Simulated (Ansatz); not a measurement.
Ti₈O₁₃: pressure against volume

Ti₈O₁₃, R-3, a = 7.685 Å, c = 13.908 Å. The structure is a Materials Project entry; whether it is the stable form wasn't checked. Ansatz: PBEsol, PAW, 420 eV, Γ-centred 6×6×6 mesh on 21 atoms, Gaussian smearing 0.02 eV; no spin polarisation. Shape and atoms are relaxed at each volume; pressure is positive in compression.

| V (Å³/atom) | P (GPa) |
| --- | --- |
| 9.937 | ? |
| 10.276 | 19.71 |
| 10.615 | 12.18 |
| 10.953 | 5.64 |
| 11.292 | 0.00 |
| 11.631 | -4.84 |
| 11.970 | -8.91 |
| 12.421 | -13.16 |

Problem. Take V0 = 11.292 Å³/atom, fit the third-order Birch–Murnaghan form to the other rows, and predict the missing pressure.

Solution. With the Eulerian strain f = ½[(V0/V)^(2/3) − 1] and y = P/[3f(1 + 2f)^(5/2)], the form is the line y = B0 + 1.5 B0 (B0′ − 4) f. Rows (f, y): 0.03244, 173.1; 0.02104, 174.1; 0.01026, 174.2; -0.00976, 173.7; -0.01906, 171.7; -0.03078, 167.1. Means f = 0.0006900, y = 172.32; Σ(Δf)² = 0.003003, ΣΔfΔy = 0.2411; the slope is their ratio. y = 172.3 + 80.27 f GPa, so B0 = 172.3 GPa and B0′ = 4 + 2 × (80.27)/(3 × 172.3) = 4.31. At V = 9.937, f = 0.04448, y = 175.87 and P = 29.04 GPa. The run gave 28.34 GPa, so the fit is 0.70 GPa too high, 1.7 % of the span of the series, against an rms of 0.13 GPa on the fitted rows. The row lies outside the fitted range. The points of y bend away from a line: a fourth-order term fitted to them gives P = 28.03 GPa at this row's volume (the line 29.04, the run 28.34).

Cost: 8 runs of about 67 core-minutes in all, on Oxide Virtual Turin-like Processor (Zen 5) (shared hosts).